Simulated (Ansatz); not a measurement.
All numbers below come from DFT PBE, scalar-relativistic, plane waves, PAW in Ansatz. Settings: cutoff 420 eV, Γ-centred meshes spaced at most about 0.3 Å⁻¹, and about 0.25 Å⁻¹ or finer for metals (2π included), Gaussian smearing. No spin polarisation in the final relaxations.

These are static total energies at zero pressure. All come from trial cells, and lower structures may exist.

Question: These unrelaxed guesses for Al3B2N are each relaxed within their symmetry. Order them by the energy at which they end, lowest first.
1.

```
Al B N
1.0
     2.73052   -4.16383    0.00000
     2.73052    4.16383    0.00000
     0.00000    0.00000    2.71795
Al B N
3 2 1
Direct
  0.00000 0.00000 0.00000
  0.50000 0.00000 0.50000
  0.00000 0.50000 0.50000
  0.21563 0.78437 0.00000
  0.78437 0.21563 0.00000
  0.50000 0.50000 0.00000
```

2.

```
Al B N
1.0
     3.83886    0.00000    0.00000
    -1.91943    3.32455    0.00000
     0.00000    0.00000    6.31037
Al B N
3 2 1
Direct
  0.33333 0.66667 0.00000
  0.66667 0.33333 0.00000
  0.00000 0.00000 0.00000
  0.00000 0.00000 0.29663
  0.00000 0.00000 0.70337
  0.00000 0.00000 0.50000
```

3.

```
Al B N
1.0
     2.40304    1.38739    3.78380
    -2.40304    1.38739    3.78380
     0.00000   -2.77479    3.78380
Al B N
3 2 1
Direct
  0.00000 0.50000 0.00000
  0.50000 0.00000 0.00000
  0.00000 0.00000 0.50000
  0.62572 0.62572 0.62572
  0.37428 0.37428 0.37428
  0.00000 0.00000 0.00000
```

4.

```
Al B N
1.0
     3.22542    0.00000    0.00000
     0.00000    3.22542    0.00000
     0.00000    0.00000    7.97614
Al B N
3 2 1
Cartesian
  0.0000 0.0000 0.0000
  0.0000 1.6127 3.9881
  1.6127 0.0000 3.9881
  0.0000 1.6127 0.0000
  1.6127 0.0000 0.0000
  1.6127 1.6127 0.0000
```

Answer: 3 (ends in R-3m, 0 meV/atom), 1 (ends in Cmmm, 64 meV/atom), 2 (ends in P6/mmm, 0.34 eV/atom), 4 (ends in P4/mmm, 0.86 eV/atom). Even the lowest end lies +0.18 eV/atom against the elements.

Cells relaxed within their symmetry can be saddle points. Some candidate types were left out of the draw beforehand, so a known form may be missing.
